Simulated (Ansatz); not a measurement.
Relaxed CsPbBr$_{3}$ (cubic perovskite):

```xyz
5
Lattice="5.9378 0.0000 0.0000 0.0000 5.9378 0.0000 0.0000 0.0000 5.9378" Properties=species:S:1:pos:R:3 pbc="T T T"
Cs     0.0000     0.0000     0.0000
Pb     2.9689     2.9689     2.9689
Br     0.0000     2.9689     2.9689
Br     2.9689     2.9689     0.0000
Br     2.9689     0.0000     2.9689
```

These are r2SCAN (plane waves to 500 eV, PAW, scalar-relativistic; Ansatz, an electronic-structure program) values and carry that method's errors. k mesh 5×5×5 (Γ-centred), Fermi-Dirac smearing 0.05 eV. CsPbBr3 was relaxed with its symmetry unable to fall. Spin-orbit coupling is left out, though Pb is heavy. The PAW data are Ansatz's earlier set. This is a high-temperature form of CsPbBr3.

One atom of the cell was then moved (with its periodic images), all else fixed, and the forces (eV/Å) came out as:

```csv
atom,Fx,Fy,Fz
Cs1,0.015,0.000,0.000
Pb2,-0.033,0.000,0.000
Br3,-0.058,0.000,0.000
Br4,0.064,0.000,0.000
Br5,0.012,0.000,0.000
```

Problem. Which atom was moved, and by which vector (Å)?

Solution. Br4, by (-0.24, 0.00, 0.00), 0.24 Å in all.

(A displaced cell: forces are minus the slopes of the energy, force constants its curvatures, and phonons follow from these.)
